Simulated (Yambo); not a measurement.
Yambo run on Rh2O3 (corundum, space group R-3c, No. 167). The wavefunctions come from this Quantum ESPRESSO step (LDA, PseudoDojo standard norm-conserving files, scalar-relativistic):

```
&CONTROL
  calculation = 'nscf'
  pseudo_dir = './pseudo'
  outdir = './out'
/
&SYSTEM
  ibrav = 0
  nat = 10
  ntyp = 2
  ecutwfc = 88.0
  ecutrho = 352.0
  occupations = 'fixed'
  force_symmorphic = .true.
  nbnd = 187
/
&ELECTRONS
  conv_thr = 1e-08
  diago_full_acc = .true.
  diago_thr_init = 1e-08
/
ATOMIC_SPECIES
O 15.9990 O.upf
Rh 102.9055 Rh.upf
CELL_PARAMETERS angstrom
  2.571609962000   1.484719704000   4.629163000000
 -2.571609962000   1.484719704000   4.629163000000
  0.000000000000  -2.969439407000   4.629163000000
ATOMIC_POSITIONS crystal
O   0.049860000000   0.450140000000   0.750000000000
O   0.950140000000   0.549860000000   0.250000000000
O   0.750000000000   0.049860000000   0.450140000000
O   0.250000000000   0.950140000000   0.549860000000
O   0.450140000000   0.750000000000   0.049860000000
O   0.549860000000   0.250000000000   0.950140000000
Rh   0.849190000000   0.849190000000   0.849190000000
Rh   0.150810000000   0.150810000000   0.150810000000
Rh   0.650810000000   0.650810000000   0.650810000000
Rh   0.349190000000   0.349190000000   0.349190000000
K_POINTS automatic
2 2 2 0 0 0
```

Yambo input:

```
rim_cut
gw0
dyson
el_el_corr
HF_and_locXC
ppa
em1d
RandQpts= 1000000
RandGvec= 1 Ry
EXXRLvcs= 88 Ry
VXCRLvcs= 352 Ry
Chimod= "HARTREE"
% BndsRnXp
 17 | 185 |
%
NGsBlkXp= 7 Ry
% LongDrXp
 1.0 | 1.0 | 1.0 |
%
PPAPntXp= 27.2114 eV
% GbndRnge
 1 | 185 |
%
GTermKind= "BG"
DysSolver= "n"
ExtendOut
% QPkrange
 1 | 1 | 52 | 53 |
 3 | 3 | 52 | 53 |
%
```

k points by index: 1 = Γ, 3 = F.

The o-*.qp file then holds:

```
#    K-point    Band    Eo [eV]    E [eV]    E-Eo [eV]    Vxc [eV]    Vnlxc [eV]    Sc|Eo [eV]    Sc|E [eV]    dSc/dw|Eo [eV]    Re(Z)    Im(Z)
#
    1    52    0.000000    0.269466    0.269466    -22.93366    -27.87801    5.295076    5.213814    -8.209844    0.768220    -0.001366
    1    53    0.801511    1.583915    0.782405    -23.28515    -19.29792    -2.970079    -3.204828    -8.163604    0.769224    -0.001357
    3    52    -0.317914    -0.052531    0.265383    -22.83689    -27.78392    5.292554    5.212413    -8.221385    0.767970    -0.001389
    3    53    0.528778    1.312195    0.783417    -23.19707    -18.94463    -3.238271    -3.469024    -8.014222    0.772486    -0.001332
```
(The two width columns are left out.) Convergence of these settings isn't established.

Spin-orbit coupling is not included.

Geometry of the Materials Project entry, not relaxed at this level.
